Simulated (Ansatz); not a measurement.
WS₂:
Space group Pca2₁ (No. 29); a = 5.941 Å, b = 5.898 Å, c = 5.839 Å, α = 90.00°, β = 90.00°, γ = 90.00°

```tsv
atom	site	symmetry	x	y	z
W	4a	1	0.0645	0.2660	0.2401
S	4a	1	0.3868	0.0764	0.3824
S	4a	1	0.2686	0.5563	0.4905
```

Relaxed with PBE in the plane-wave PAW code Ansatz. Indices refer to the conventional cell of Pca2_1, a = 5.941 Å, b = 5.898 Å, c = 5.839 Å, α = 90.00°, β = 90.00°, γ = 90.00°.

Q: Simulate the powder diffraction pattern (Ag Kα, λ = 0.560885 Å; lines above 1 %) up to 2θ = 30°.

A: Simulated powder pattern, Ag Kα, λ = 0.560885 Å (kinematic, ideal powder, no thermal factors, no anomalous dispersion; the 30 strongest lines at most, above 1 %, up to 2θ = 30°):

| 2θ (°) | d (Å) | I/Imax (%) | hkl |
|---|---|---|---|
| 7.68 | 4.186 | 16 | (110) |
| 9.46 | 3.402 | 100 | (111) |
| 10.84 | 2.970 | 6.8 | (200) |
| 10.91 | 2.949 | 13 | (020) |
| 11.02 | 2.919 | 14 | (002) |
| 12.16 | 2.647 | 15 | (201) |
| 13.45 | 2.395 | 11 | (112) |
| 15.40 | 2.093 | 12 | (220) |
| 15.48 | 2.082 | 14 | (202) |
| 15.54 | 2.075 | 25 | (022) |
| 16.37 | 1.970 | 20 | (221) |
| 17.18 | 1.877 | 16 | (310) |
| 18.15 | 1.778 | 23 | (131) |
| 18.29 | 1.765 | 23 | (113) |
| 18.98 | 1.701 | 7.0 | (222) |
| 19.84 | 1.628 | 7.5 | (203) |
| 20.46 | 1.579 | 14 | (312) |
| 22.47 | 1.439 | 6.6 | (401) |
| 22.70 | 1.425 | 5.4 | (223) |
| 24.03 | 1.347 | 6.9 | (133) |
| 24.60 | 1.316 | 4.4 | (042) |
| 24.76 | 1.308 | 4.7 | (024) |
| 25.04 | 1.294 | 10 | (421) |
| 25.15 | 1.288 | 4.9 | (241) |
| 25.74 | 1.259 | 11 | (332) |
| 27.09 | 1.197 | 5.2 | (224) |
| 27.48 | 1.181 | 4.2 | (403) |
| 28.17 | 1.152 | 6.1 | (314) |
| 28.87 | 1.125 | 5.6 | (115) |
| 29.65 | 1.096 | 7.4 | (423)+(342) |

The start of the workflow was typed in or built on a structure type; neither database checked (COD, Materials Project) lists it. It is not the phase usual at ambient conditions (space group No. 194). The PBE relaxation kept the symmetry of its start; whether a distortion lowers the energy is not shown. The workflow began spin-polarised and lost its moments. Spin–orbit coupling is left out wherever it is not named.

Potentials: the earlier of the program's two PAW sets.
